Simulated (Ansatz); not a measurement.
Relaxed W (bcc, W type):

```
CELL_PARAMETERS angstrom
     -3.18352     3.18352     3.18352
      0.00000     0.00000     3.18352
      0.00000     3.18352     0.00000
ATOMIC_POSITIONS crystal
  W  0.00000 0.00000 0.00000
  W  0.50000 0.00000 0.00000
```

The atoms are displaced by Q × the pattern below (from a DFPT mode at H = (0.5, 0.5, 0.5), largest move 1; Q in Å), at fixed cell. It is one choice among 3 degenerate patterns. (q is in reciprocal vectors of the primitive cell; the cell shown is doubled to hold the pattern.)

```
atom      x      y       z
----  -----  -----  ------
W1    0.000  0.000  -1.000
W2    0.000  0.000   1.000
```

Level of theory: PBE (plane waves to 420 eV, PAW, scalar-relativistic; Ansatz, a program for electronic structure). k mesh 20×20×20 (Γ-centred), Fermi-Dirac smearing 0.05 eV. Energies are smeared free energies. With partly filled bands, energies and forces of such displacements shift with the k mesh and the smearing. Spin-orbit coupling is left out, though W is heavy. W is run without spin polarisation. W was relaxed with its symmetry unable to fall. The zero of ΔE is the undisplaced structure. The last digit holds for this mesh only.

| Q (Å) | ΔE (meV/cell) |
|---|---|
| -0.2800 | 1524.4 |
| -0.2333 | 1092.6 |
| -0.1867 | 712.2 |
| -0.1400 | 400.0 |
| -0.0933 | withheld |
| -0.0467 | 44.1 |
| 0.0000 | 0.0 |
| 0.0467 | 44.1 |
| 0.0933 | withheld |
| 0.1400 | 400.0 |
| 0.1867 | 712.2 |
| 0.2333 | 1092.6 |
| 0.2800 | 1524.4 |

### Question
Fit an even polynomial form (powers 2, 4, 6) to the given rows and predict ΔE at Q = 0.0933.

### Answer
Least squares on the 11 given rows: ΔE = (20380)·Q² + (9604)·Q⁴ + (-275900)·Q⁶, in meV/cell with Q in Å; root-mean-square residual 0.98 meV/cell. At 0.0933 the fit gives 178.0 meV/cell; the calculation gives 176.9 meV/cell, so the interpolation is off by 1.1 (+0.6 %). The quadratic term alone would give 177.4 meV/cell.

(For displaced atoms, the force is minus the slope of the energy, and its curvature is a force constant, which sets phonon frequencies.)
